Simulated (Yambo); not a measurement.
```
CELL_PARAMETERS angstrom
     -2.67410     2.67410     3.70392
      2.67410    -2.67410     3.70392
      2.67410     2.67410    -3.70392
ATOMIC_POSITIONS crystal
  B  0.36150 0.86150 0.22300
  B  0.63850 0.13850 0.77700
  B  0.86150 0.63850 0.50000
  B  0.13850 0.36150 0.50000
  C  0.65963 0.84037 0.50000
  C  0.34037 0.15963 0.50000
  C  0.84037 0.34037 0.18074
  C  0.15963 0.65963 0.81926
  Ca 0.75000 0.75000 0.00000
  Ca 0.25000 0.25000 0.00000
```

CaB₂C₂ (space group I4/mcm, No. 140): mean Im ε in 1 eV windows above the direct gap of 1.32 eV, for different electron-hole kernels (Yambo, broadening 0.15 eV, PBEsol (pw.x of Quantum ESPRESSO, ONCV potentials, scalar-relativistic) bands; 4×4×4 mesh, 11 valence and 12 conduction bands, static screening with 63 bands and a 3 Ry block, scissor 0.58 eV, Tamm-Dancoff; field along x).

| window (eV) | independent quasiparticles | RPA (no attraction) | BSE |
|---|---|---|---|
| 1.3 to 2.3 | 11 | 9.1 | 15 |
| 2.3 to 3.3 | 11 | 11 | 9.6 |
| 3.3 to 4.3 | 4.5 | 5.6 | 3.8 |
| 4.3 to 5.3 | 3.2 | 3.3 | 3.0 |
| 5.3 to 6.3 | 4.2 | 3.8 | 4.5 |
| 6.3 to 7.3 | 5.1 | 4.6 | 5.8 |

This run doesn't resolve bound excitons or single peaks, so only averages are given, and they too depend on the mesh; weight that the attraction moves below the gap isn't listed. All transitions below 7.73 eV are in the band window. The scissor comes from a G0W0 run whose convergence isn't established.

Geometry of the Materials Project entry, not relaxed at this level.

The structure is a Materials Project entry; no match was found in the copy of COD used, and its stability was not checked.
